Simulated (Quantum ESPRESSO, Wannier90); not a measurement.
**Tight-binding from DFT: InSe (R3m)**

```
CELL_PARAMETERS angstrom
     -2.02335     3.50454     0.00000
     -4.04669     0.00000     0.00000
     -2.02335     1.16818     8.60852
ATOMIC_POSITIONS crystal
  In 0.11035 0.11035 0.66895
  In 0.00183 0.00183 0.99451
  Se 0.61971 0.61971 0.14086
  Se 0.82581 0.82581 0.52258
```

Structure: Materials Project mp-22691, symmetrised, not relaxed again. COD (Crystallography Open Database) has the formula in 2 space groups, this one among them (matched by group alone). Method: PBEsol plane waves in Quantum ESPRESSO 7.5 (PseudoDojo norm-conserving files, 69 Ry, no spin polarisation, no spin-orbit coupling), Bloch states on a 6×6×6 mesh through Γ, Wannier90 4.0.1. Density: 10×10×10 mesh, Gaussian smearing 0.01 Ry. The cell is built of weakly bound layers, chains or molecules, whose nearest atoms lie 4.03 Å apart. Database cells relaxed without dispersion often hold them too far apart, which can enlarge gaps and weakens couplings between them; spacing and stacking were not compared with the measured crystal. Spin-orbit coupling is left out although heavy elements are present.

Energies are relative to the valence-band maximum.

**Bands.** A Kohn-Sham gap of 0.33 eV opens above band 29. 5 filled groups are cut off by gaps; the highest, bands 24–29, spans -5.62 to 0.00 eV and is Se 4p 68 %, In 5p 21 %, In 5s 8 %.

**Model.** 16 functions (In sp, Se sp) from bands 21-46, frozen to 1.83 eV, reach Ω_I = 26.97 Å² and follow pw.x to 3.8 meV rms (states up to 1.3 eV relative to the valence-band maximum).

**Frozen window.** Edge, Ω_I and misfit go 0.8 eV, 26.28 Å², 41 meV; 1.8 eV, 26.97 Å², 3.8 meV; 2.8 eV, 28.42 Å², 3.6 meV. Ω_I never falls as the edge rises, since each frozen state takes freedom from the choice of the smoothest subspace. The edges under the compared range leave its upper states unfrozen, and their misfit is the largest.

**No window.** Without a frozen window Ω_I drops to 25.38 Å² while the misfit grows to 138 meV: a small spread is no proof of good bands.

**Outer window.** The setting "only the lowest 23 of the kept bands" raises Ω_I to 29.00 Å², as fewer states are left to mix in, and the misfit goes to 2.7 meV.

**Stops.** With the frozen window to 6.94 eV the program stops (More states in the frozen window than target WFs). With the outer window to 6.30 eV the program stops (Energy window contains fewer states than number of target WFs).
